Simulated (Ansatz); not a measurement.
One crystal and one scan (scan of one atom of the cell) at two levels, PBE (plane waves to 420 eV, PAW, scalar-relativistic; Ansatz, a first-principles code) and PBEsol (plane waves to 420 eV, PAW, scalar-relativistic; Ansatz), each from its own relaxed cell and on its own mesh. The cell shown is that of PBE.

TiN (rock salt)

```
CELL_PARAMETERS angstrom
      0.00000     2.12337     2.12337
      2.12337     0.00000     2.12337
      2.12337     2.12337     0.00000
ATOMIC_POSITIONS crystal
  N  0.00000 0.00000 0.00000
  Ti 0.50000 0.50000 0.50000
```

In each cell atom 1 (N, nearest neighbour Ti at 2.123 Å; its periodic images, 3.0 Å or more away, move with it) moves by s·(0.000, 0.000, 1.000) (along Cartesian z), the rest being held.

E stands for the smeared free energy. The PAW data are Ansatz's earlier set. TiN is run without spin polarisation. TiN was relaxed with its symmetry unable to fall. With partly filled bands, energies and forces of such displacements shift with the k mesh and the smearing. Percentages come from the unrounded values. Both scans cover s from -0.210 to 0.210 Å.

Results of PBE:

| Quantity | Result |
|---|---|
| Lattice constant a (Å) | 4.247 |
| Energy at s = 0.210 Å (meV/cell) | 231 |
| Force along the line at s = -0.210 Å (eV/Å) | 2.278 |
| Force constant k = d²E/ds² at s = 0 (finite differences) (eV/Å²) | 10.22 |
| Zone-centre optical wavenumber from k (cm⁻¹) | 506 |
| Symmetry of the curve | even: the same for both signs |
| Shape of the curve | a single well with its minimum at or next to zero displacement |

Q: What does PBEsol give for the same quantities?

A: 
| quantity | PBEsol | PBE − PBEsol |
|---|---|---|
| Lattice constant a (Å) | 4.204 | +0.043 (+1.0 %) |
| Energy at s = 0.210 Å (meV/cell) | 260 | -29 (-11 %) |
| Force along the line at s = -0.210 Å (eV/Å) | 2.567 | -0.289 (-11 %) |
| Force constant k = d²E/ds² at s = 0 (finite differences) (eV/Å²) | 11.52 | -1.30 (-11 %) |
| Zone-centre optical wavenumber from k (cm⁻¹) | 538 | -32 (-5.8 %) |

PBE gives the higher value for: lattice constant a. PBE gives the lower value for: energy at s = 0.210 Å; force along the line at s = -0.210 Å; force constant k = d²E/ds² at s = 0; zone-centre optical wavenumber from k. Both give the same symmetry of the curve: even: the same for both signs.

(For displaced atoms, the force is minus the slope of the energy, and its curvature is a force constant, which sets phonon frequencies.)
